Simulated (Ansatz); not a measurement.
The cell below belongs to a search over invented structures; it isn't taken from experiment.

Input and command of a plane-wave DFT calculation in Ansatz:

```yaml
crystal:
  lattice:
    - [1.6118302339, -8.0688944761, 0.0]
    - [1.6118302339, 8.0688944761, 0.0]
    - [0.0, 0.0, 3.3133454081]
  atoms:
    - { symbol: Cd, position: [0.0, 0.0, 0.0] }
    - { symbol: O, position: [0.5, 0.5, 0.5], spin: 1.0 }
    - { symbol: O, position: [0.5364408504, 0.9611444466, 0.7926820592], spin: 1.0 }
    - { symbol: O, position: [0.4635591496, 0.0388555534, 0.7926820592], spin: 1.0 }
    - { symbol: O, position: [0.9611444466, 0.5364408504, 0.2073179408], spin: 1.0 }
    - { symbol: O, position: [0.0388555534, 0.4635591496, 0.2073179408], spin: 1.0 }
basis:
  ecutwfc: 420
kpoints:
  mp_grid: { grid: [6, 6, 6] }
hamiltonian:
  xc: pbe
scf:
  occupations: { method: gaussian, width: 0.1 }
  lower_state_search: "off"
output:
  forces: true
  stress: true
  eigenvalues: true
  populations: true
magnetization:
  spin_polarized: true
```

```bash
ansatz run input.yaml --threads 1 --pin off --max-ram 2560MiB --backend cpu --events-out ev --progress --plain --runs-dir out
```

Processor: Intel(R) Xeon(R) Processor @ 2.50GHz (Skylake/Cascade Lake), 1 thread, on a host shared with other jobs.

Estimate time, memory and problem size.

About 110 s, peak memory 0.48 GiB. It solves 34 bands at 52 k points (after reduction by symmetry) with about 1689 plane waves, in 22 SCF iterations.
